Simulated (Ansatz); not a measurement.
A distorted cell of Ni$_{3}$Si (Cu3Au type):

```yaml
crystal:
  lattice:
    - [3.46107, 0.00000, 0.00000]
    - [0.00000, 3.46107, 0.00000]
    - [0.00000, 0.00000, 3.46107]
  atoms:
    - { symbol: Si, position: [0.00000, 0.00000, 0.00000] }
    - { symbol: Ni, position: [0.00000, 0.50000, 0.50000] }
    - { symbol: Ni, position: [0.50000, 0.00000, 0.50000] }
    - { symbol: Ni, position: [0.41052, 0.41052, 0.00000] }
```

Computed with PBEsol (plane waves to 420 eV, PAW, scalar-relativistic; Ansatz, a quantum-chemistry and plane-wave program). k mesh 11×11×11 (Γ-centred), Fermi-Dirac smearing 0.05 eV. E stands for the smeared free energy. Compression counts positive. With partly filled bands, energies and forces of such displacements shift with the k mesh and the smearing. At this level the bands of Ni3Si touch or barely overlap. Ni3Si is run without spin polarisation. Ni3Si was relaxed with its symmetry unable to fall.

Task: Predict the force on every atom, in eV/Å.

Result: 
```json
[
 {"atom": "Si1", "Fx": "-2.333", "Fy": "-2.333", "Fz": "0.000"},
 {"atom": "Ni2", "Fx": "-1.923", "Fy": "0.392", "Fz": "0.000"},
 {"atom": "Ni3", "Fx": "0.392", "Fy": "-1.923", "Fz": "0.000"},
 {"atom": "Ni4", "Fx": "3.864", "Fy": "3.864", "Fz": "0.000"}
]
```

Task: What is the stress tensor (GPa)?

Result: 
```
   13.5      7.1      0.0
    7.1     13.5      0.0
    0.0      0.0     16.1
```
The pressure, a third of the trace, is 14.4 GPa.

Task: In it atom 4 sits (-0.310, -0.310, 0.000) Å away from its relaxed site. What is its energy relative to the relaxed cell?

Result: 1061 meV/cell.

(A displaced cell: forces are minus the slopes of the energy, force constants its curvatures, and phonons follow from these.)
